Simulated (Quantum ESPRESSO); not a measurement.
## Kohn-Sham bands of PtSe$_{2}$ (CdI2 type)

```
CELL_PARAMETERS angstrom
      3.71731     0.00000     0.00000
     -1.85866     3.21928     0.00000
      0.00000     0.00000     5.82007
ATOMIC_POSITIONS crystal
  Pt 0.00000 0.00000 0.00000
  Se 0.66667 0.33333 0.77461
  Se 0.33333 0.66667 0.22539
```

Structure: Materials Project mp-1115, symmetrised, not relaxed again. COD (Crystallography Open Database) has an entry of this formula and space group (matched by these alone). Computed values, not measurements, from PBEsol: Quantum ESPRESSO (norm-conserving PseudoDojo potentials, cutoff 69 Ry, spinors with spin-orbit coupling) on a Γ-centred 6×6×4 mesh, then Wannier90. Density: 12×12×6 mesh, Gaussian smearing 0.01 Ry. The cell is built of weakly bound layers, chains or molecules, whose nearest atoms lie 3.85 Å apart. Database cells relaxed without dispersion often hold them too far apart, which can enlarge gaps and weakens couplings between them; spacing and stacking were not compared with the measured crystal.

Energies are relative to the valence-band maximum; weights are on the orthonormalised atomic waves of the pseudopotential files, averaged over the group. 50 electrons a cell are treated as valence.

```csv
bands,from (eV),to (eV),filling,weight on atomic waves
1–2,-99.06,-99.06,filled,(withheld)
3–4,-64.35,-64.35,filled,(withheld)
5–8,-49.35,-49.31,filled,(withheld)
9–16,-48.64,-48.59,filled,(withheld)
17–28,-47.76,-47.70,filled,(withheld)
29–32,-14.86,-12.79,filled,(withheld)
33–50,-6.97,0.00,filled,(withheld)
51–54,0.50,2.44,empty,(withheld)
```

Question: Which atomic shells make up each group?

Answer: 
- 1–2, weight on atomic waves: Pt 5s 99 %
- 3–4, weight on atomic waves: Pt 5p 100 %
- 5–8, weight on atomic waves: Pt 5p 98 %
- 9–16, weight on atomic waves: Se 3d 100 %
- 17–28, weight on atomic waves: Se 3d 100 %
- 29–32, weight on atomic waves: Se 4s 84 %, Pt 6s 7 %, Pt 5d 7 %
- 33–50, weight on atomic waves: Se 4p 47 %, Pt 5d 47 %
- 51–54, weight on atomic waves: Se 4p 64 %, Pt 5d 30 %

The Kohn-Sham gap over both meshes and the path is 0.34 eV.
